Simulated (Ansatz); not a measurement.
# How far is PAW off for As?

```yaml
crystal:
  lattice:
    - [1.87975, 1.08527, 3.48577]
    - [-1.87975, 1.08527, 3.48577]
    - [0.00000, -2.17055, 3.48577]
  atoms:
    - { symbol: As, position: [0.22754, 0.22754, 0.22754] }
    - { symbol: As, position: [0.77246, 0.77246, 0.77246] }
```

Atoms are numbered in the order listed.

Structure: COD 9009651, as refined from experiment and not relaxed.

Methods: DFT, LDA, PAW with Ansatz's default frozen-core files, scalar-relativistic (Ansatz 0.2.0); DFT, LDA, all-electron PAW with datasets made for the crystal, scalar-relativistic (Ansatz 0.2.0); DFT, LDA, all-electron LAPW, scalar-relativistic (Ansatz 0.2.0).

For PAW: a Γ-centred 13×13×13 k mesh, Fermi–Dirac smearing of 0.05 eV, cutoff 420 eV, no spin polarisation; the PAW files were made with PBE, and the program remakes their frozen cores for this functional. The crystal-made all-electron datasets (AE datasets) take a cutoff of 240 eV at this cell. LAPW targets a basis error of 1 meV/atom. The Ansatz runs share mesh, smearing and spin set-up. Plane-wave (PAW) pressures include the program's estimate of the Pulay term.

Stress and pressure are positive in compression.

In a metal, gradients converge slowly with the k mesh: the values move by tens of per cent from one mesh to another, at times in sign, so only the comparison on one mesh counts.

Levels count from the Fermi level.

```
                             quantity     PAW  AE datasets    LAPW
                       pressure (GPa)   -1.52        -1.51   -1.50
                      stress xx (GPa)   -1.23        -1.21   -1.21
                      stress zz (GPa)   -2.12        -2.10   -2.09
               force on As1, z (eV/Å)   0.070        0.070   0.069
       highest filled level at Γ (eV)  -2.033       -2.033  -2.033
         lowest empty level at Γ (eV)   1.715        1.717   1.718
       highest filled level at L (eV)  -0.411       -0.409  -0.409
         lowest empty level at L (eV)   0.196        0.196   0.196
      highest filled level at S2 (eV)  -3.591       -3.593  -3.593
        lowest empty level at S2 (eV)   3.201        3.201   3.201
field gradient Vzz at As1 (10²¹ V/m²)   -4.83        -4.89       –
```

PAW's pressure differs from the LAPW value by -0.02 GPa.
